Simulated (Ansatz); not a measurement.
An Ansatz (a quantum-chemistry and plane-wave program) run. Input:

Ansatz 0.2 input:
```yaml
crystal:
  lattice:
    - [0.0, 2.4409934993, 2.4409934993]
    - [2.4409934993, 0.0, 2.4409934993]
    - [2.4409934993, 2.4409934993, 0.0]
  atoms:
    - { symbol: Y, position: [0.0, 0.0, 0.0] }
    - { symbol: N, position: [0.5, 0.5, 0.5] }
kpoints:
  mp_grid: { grid: [7, 7, 7] }
hamiltonian:
  xc: hse06
  pseudopotentials: { kind: paw }
magnetization: { noncollinear: true, spin_orbit: true }
scf:
  n_extra_bands: 12
  occupations: { method: gaussian, width: 0.02 }
output:
  eigenvalues: true
  eigenstates:
    e_range: [-9.0, 9.6]
    kpoints:
      - [0.0, 0.0, 0.0]  # VBM
      - [0.5, 0.0, 0.5]  # CBM
      - [0.0, 0.0, 0.0]  # GAMMA
      - [0.5, 0.0, 0.5]  # X
      - [0.5, 0.5, 0.5]  # L
      - [0.5, 0.25, 0.75]  # W
      - [0.375, 0.375, 0.75]  # K
      - [0.625, 0.25, 0.625]  # U
```

Output (shortened):

```
Pseudopotential: Y, paw_fr, valence charge 11
Pseudopotential: N, paw_fr, valence charge 5
Functional definition: HSE06
non-collinear run that drives no moment, with spin-orbit …
Crystal: 2 atoms, lattice volume = 29.089 Å³
Basis set: ecut = 420 eV, 537 PW (Γ)
Bands: 28, of which v1, the nominal top of the filled ones, is band 16 counted from 1 (15 counted from 0)
Symmetry: 48 space group operations + 48 with time reversal
k-points: 20 of 343
Projection manifold: j_resolved (fully-relativistic pseudo-atomic orbitals)
SCF iter   1: F=—  HF=-4236.921449 eV  |F-HF|=—  |Δ(HF+E_count)|=         —  Δρ=4.86e-2  dr2=9.68e-1  dr2_m=0.00e0 (ungated)  ethr=1.00e-1  |M|=0.00e0 ∫|m|=0.00e0 μB  |m|>n=0.0e0 m-floor=0.0e0 τ_xc=0.0e0  β_m=0.30  ⟨swp⟩=3.6  Hψ=1888  notcnv=0
preconditioner: auto → none
SCF iter   2: F=—  HF=-4236.791202 eV  |F-HF|=—  |Δ(HF+E_count)|=   1.30e-1  Δρ=3.20e-2  dr2=1.62e-1  dr2_m=0.00e0 (ungated)  ethr=6.05e-3  |M|=0.00e0 ∫|m|=0.00e0 μB  |m|>n=0.0e0 m-floor=0.0e0 τ_xc=0.0e0  β_m=0.31  ⟨swp⟩=3.0  Hψ=1218  notcnv=0
SCF iter   3: F=—  HF=-4236.788634 eV  |F-HF|=—  |Δ(HF+E_count)|=   2.57e-3  Δρ=1.84e-2  dr2=6.45e-2  dr2_m=0.00e0 (ungated)  ethr=1.01e-3  |M|=0.00e0 ∫|m|=0.00e0 μB  |m|>n=0.0e0 m-floor=0.0e0 τ_xc=0.0e0  β_m=0.51  ⟨swp⟩=2.3  Hψ=1138  notcnv=0
iter 4 solved again at ethr=2.02e-6 eV; its pass at ethr=4.03e-4 eV (dr2=3.24e-4 eV) is discarded
SCF iter   4: F=—  HF=-4236.797944 eV  |F-HF|=—  |Δ(HF+E_count)|=   9.31e-3  Δρ=1.45e-3  dr2=3.29e-4  dr2_m=0.00e0 (ungated)  ethr=2.02e-6  |M|=0.00e0 ∫|m|=0.00e0 μB  |m|>n=0.0e0 m-floor=0.0e0 τ_xc=0.0e0  β_m=0.59  ⟨swp⟩=3.5  Hψ=2530  notcnv=0  defer=6
SCF iter   5: F=—  HF=-4236.798024 eV  |F-HF|=—  |Δ(HF+E_count)|=   8.05e-5  Δρ=2.80e-4  dr2=8.48e-6  dr2_m=0.00e0 (ungated)  ethr=2.02e-6  |M|=0.00e0 ∫|m|=0.00e0 μB  |m|>n=0.0e0 m-floor=0.0e0 τ_xc=0.0e0  β_m=0.67  ⟨swp⟩=2.8  Hψ=950  notcnv=0
SCF iter   6: F=-4236.798031 eV  HF=-4236.798031 eV  |F-HF|=2.07e-7  |Δ(HF+E_count)|=   6.63e-6  Δρ=4.96e-5  dr2=2.30e-7  dr2_m=0.00e0 (ungated)  ethr=5.30e-8  |M|=0.00e0 ∫|m|=0.00e0 μB  |m|>n=0.0e0 m-floor=0.0e0 τ_xc=0.0e0  ⟨swp⟩=3.0  Hψ=1162  notcnv=0
SCF 1 stopped early in 6 iterations: F = -4236.798031 eV  dr2 = 2.30e-7
Crystal: 2 atoms, lattice volume = 29.089 Å³
Projection manifold: j_resolved (fully-relativistic pseudo-atomic orbitals)
Exchange kernel: α = 0.2500, screened, ω = 0.2079 Å⁻¹, Wigner–Seitz truncation, v(0) = 1046.6624 eV·Å³, q-mesh 7×7×7, nearest image of the exchange supercell L …
Frozen-core exchange: fock
SCF iter   1: F=—  HF=-4237.653112 eV  |F-HF|=—  |Δ(HF+E_count)|=         —  Δρ=9.06e-3  dr2=4.09e-2  dr2_m=0.00e0 (ungated)  ethr=1.44e-8  |M|=0.00e0 ∫|m|=0.00e0 μB  |m|>n=0.0e0 m-floor=0.0e0 τ_xc=0.0e0  β_m=0.30  ⟨swp⟩=8.3  Hψ=3442  notcnv=0
preconditioner: auto → none
SCF iter   2: F=—  HF=-4237.641109 eV  |F-HF|=—  |Δ(HF+E_count)|=   1.20e-2  Δρ=3.49e-3  dr2=2.89e-3  dr2_m=0.00e0 (ungated)  ethr=1.44e-8  |M|=0.00e0 ∫|m|=0.00e0 μB  |m|>n=0.0e0 m-floor=0.0e0 τ_xc=0.0e0  β_m=0.65  ⟨swp⟩=5.0  Hψ=2308  notcnv=0
SCF iter   3: F=—  HF=-4237.648019 eV  |F-HF|=—  |Δ(HF+E_count)|=   6.91e-3  Δρ=1.62e-3  dr2=7.02e-4  dr2_m=0.00e0 (ungated)  ethr=1.44e-8  |M|=0.00e0 ∫|m|=0.00e0 μB  |m|>n=0.0e0 m-floor=0.0e0 τ_xc=0.0e0  β_m=0.65  ⟨swp⟩=5.0  Hψ=2058  notcnv=0
SCF iter   4: F=—  HF=-4237.647807 eV  |F-HF|=—  |Δ(HF+E_count)|=   2.12e-4  Δρ=3.69e-4  dr2=2.20e-5  dr2_m=0.00e0 (ungated)  ethr=1.44e-8  |M|=0.00e0 ∫|m|=0.00e0 μB  |m|>n=0.0e0 m-floor=0.0e0 τ_xc=0.0e0  β_m=0.78  ⟨swp⟩=4.1  Hψ=1386  notcnv=0
SCF iter   5: F=-4237.647867 eV  HF=-4237.647867 eV  |F-HF|=7.20e-7  |Δ(HF+E_count)|=   6.08e-5  Δρ=9.23e-5  dr2=2.21e-6  dr2_m=0.00e0 (ungated)  ethr=1.44e-8  |M|=0.00e0 ∫|m|=0.00e0 μB  |m|>n=0.0e0 m-floor=0.0e0 τ_xc=0.0e0  ⟨swp⟩=3.4  Hψ=1284  notcnv=0
SCF 2 stopped early in 5 iterations: F = -4237.647867 eV  dr2 = 2.21e-6
hybrid outer 1: dexx = +8.003e-3 eV, tail = 1.20e-5 eV
Crystal: 2 atoms, lattice volume = 29.089 Å³
Projection manifold: j_resolved (fully-relativistic pseudo-atomic orbitals)
Exchange kernel: α = 0.2500, screened, ω = 0.2079 Å⁻¹, Wigner–Seitz truncation, v(0) = 1046.6624 eV·Å³, q-mesh 7×7×7, nearest image of the exchange supercell L …
Frozen-core exchange: fock
SCF iter   1: F=—  HF=-4237.647901 eV  |F-HF|=—  |Δ(HF+E_count)|=         —  Δρ=6.45e-5  dr2=3.76e-7  dr2_m=0.00e0 (ungated)  ethr=3.75e-7  |M|=0.00e0 ∫|m|=0.00e0 μB  |m|>n=0.0e0 m-floor=0.0e0 τ_xc=0.0e0  β_m=0.30  ⟨swp⟩=3.8  Hψ=1408  notcnv=0
preconditioner: auto → none
SCF iter   2: F=—  HF=-4237.647901 eV  |F-HF|=—  |Δ(HF+E_count)|=   6.60e-8  Δρ=3.83e-5  dr2=1.06e-7  dr2_m=0.00e0 (ungated)  ethr=2.20e-9  |M|=0.00e0 ∫|m|=0.00e0 μB  |m|>n=0.0e0 m-floor=0.0e0 τ_xc=0.0e0  β_m=0.63  ⟨swp⟩=3.0  Hψ=1042  notcnv=0
SCF iter   3: F=-4237.647901 eV  HF=-4237.647901 eV  |F-HF|=3.61e-8  |Δ(HF+E_count)|=   1.51e-8  Δρ=1.22e-5  dr2=5.88e-8  dr2_m=0.00e0 (ungated)  ethr=5.10e-10  |M|=0.00e0 ∫|m|=0.00e0 μB  |m|>n=0.0e0 m-floor=0.0e0 τ_xc=0.0e0  ⟨swp⟩=3.0  Hψ=994  notcnv=0
SCF 3 converged in 3 iterations: F = -4237.647901 eV  dr2 = 5.88e-8
hybrid outer 2: dexx = +1.379e-7 eV, tail = 1.23e-7 eV, Δε = 2.41e-3 eV (about 2.82e-4 eV left of the loop's levels)
NSCF: frozen V_eff on 8 k-points
hybrid SCF converged: 2 outer / 8 inner (+6 warm-up), last move |dexx| = 1.38e-7 eV, tail = 1.23e-7 eV
Stability not checked (fock_operator)
Magnetization: |M| = 0.0000 μB,  M = (+0.0000, +0.0000, +0.0000) μB
Absolute magnetization: 0.0000 μB (∫|m|)
  site 0: m = (+0.0000, +0.0000, +0.0000) μB, |m| = 0.0000 μB  (R = 1.01 Å)
  site 1: m = (+0.0000, +0.0000, +0.0000) μB, |m| = 0.0000 μB  (R = 1.01 Å)
Free energy (F): -4237.647901 eV
Frozen-core exchange: fock
Harris-Foulkes:  -4237.647901 eV  (|F-HF|=3.61e-8)
Internal energy: -4237.647901 eV  (E = F + TS)
E sigma→0 (E₀):  -4237.647901 eV
Fermi energy:    12.025565 eV
--- Per-component energies (eV) ---
  E_band       = -76.409844
  E_kinetic    = 437.261040
  E_local      = -599.556111  (includes V_loc(G=0)·N_el)
  E_nonlocal   = 93.366732
  E_hartree    = 184.807285
  E_xc         = -188.953886
  E_vxc        = -221.579788  (∫ρ·V_xc dr)
  E_exx        = -40.755036  (= α·E_x^exact, valence–valence)
  E_paw        = -2959.439314  (= ΣΔE_a)
  E_vpaw       = -74.003260  (= ΣTr[D̂ρ^β])
  E_aug_tail   = 0.000095  (compensation charges beyond the density's cutoff)
  E_ewald      = -1163.980067
  E_core_change = -0.398639  (= ΣΔE_core)
  E_smearing   =  0.000000  (= −TS)
  E_closure    = 0.000000  (closes the sum)
  Σ components = -4237.647901   (vs F -4237.647901, Δ=0.00e0)
  [band-id]    e_kinetic+e_local+e_nonlocal+2·e_hartree+e_vxc+2·e_exx+e_vpaw+e_augmentation_tail = -76.406794   (vs E_band -76.409844, Δ=3.05e-3)
--- Band table (eV; the first three rows and the last of 20) ---
  k-point 0: bands = ["-32.0693", "-32.0693", "-11.3883", "-11.3883", "-9.8846", "-9.8846", "-9.8846", "-9.8846", "-2.9594", "-2.9594", "11.3711", "11.3711", "11.4426", "11.4426", "11.4426", "11.4426", "15.7262", "15.7262", "15.7262", "15.7262", "15.7753", …
  k-point 1: bands = ["-32.0446", "-32.0446", "-11.4859", "-11.4859", "-10.0821", "-10.0821", "-9.9009", "-9.9009", "-2.5702", "-2.5702", "10.2298", "10.2298", "10.7422", "10.7422", "10.7731", "10.7731", "15.8603", "15.8603", "16.2512", "16.2512", "16.2760", …
  k-point 2: bands = ["-31.9887", "-31.9887", "-11.7553", "-11.7553", "-10.4038", "-10.4038", "-9.9370", "-9.9370", "-1.7349", "-1.7349", "8.3394", "8.3394", "9.6794", "9.6794", "9.6929", "9.6929", "16.4803", "16.4803", "17.5675", "17.5675", "17.5868", …
  k-point 19: bands = ["-31.8976", "-31.8976", "-11.9208", "-11.9208", "-10.6334", "-10.6334", "-10.3583", "-10.3583", "-1.8717", "-1.8717", "8.8421", "8.8421", "9.6071", "9.6071", "9.7425", "9.7425", "16.0509", "16.0509", "17.4994", "17.4994", "20.3695", …
```

Cost: about 5 core-minutes (a rough figure) on shared cores.

The points marked VBM and CBM come from a semilocal run.

Space group Fm-3m (rock salt). The cell was relaxed with HSE06 under the symmetry of its start. No spin polarisation was allowed.

Potentials: the later of the program's two PAW sets.

Ansatz is a plane-wave DFT program.
